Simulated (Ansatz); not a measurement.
Values for one crystal, relaxed and computed with PBEsol in the plane-wave PAW code Ansatz; other levels are named.

- Volume per atom: 19.59 Å³
- Electronic character: metallic (no gap)
- Zone-centre stability: no imaginary mode at Γ
- Formation energy from the elements (no fitted shifts): 19 kJ/mol of atoms
- Hill bulk and shear moduli: 139 and 28.7 GPa
- Poisson's ratio: 0.40
- Mechanical stability: stable (all eigenvalues of C positive)

Problem. Which of these materials gives this?
(A) TaW, Cmcm (Ta on 4c, W on 4c)
(B) AlCo, CsCl type
(C) MoW, CsCl type
(D) ZrTa, CsCl type

Solution. D, ZrTa, CsCl type

Space group Pm-3m (CsCl type). The start of the workflow was typed in or built on a structure type; neither database checked (COD, Materials Project) lists it. Whether it is the stable phase at ambient conditions was not checked. The PBEsol relaxation kept the symmetry of its start. The run is not spin-polarised. Its formation energy is positive at this level, so the cell may be metastable or incomplete. As this level gives no gap, shear constants depend on the k-mesh and smearing (Fermi–Dirac, 0.1 eV here). The references are the lowest solids computed at this level, not always the standard phases. Scalar-relativistic: spin–orbit coupling is off unless named, which matters more the heavier the elements.

Potentials: the earlier of the program's two PAW sets. The files were generated under PBE; for other functionals the program regenerates the frozen cores, and for LDA and PBEsol the local potential too.
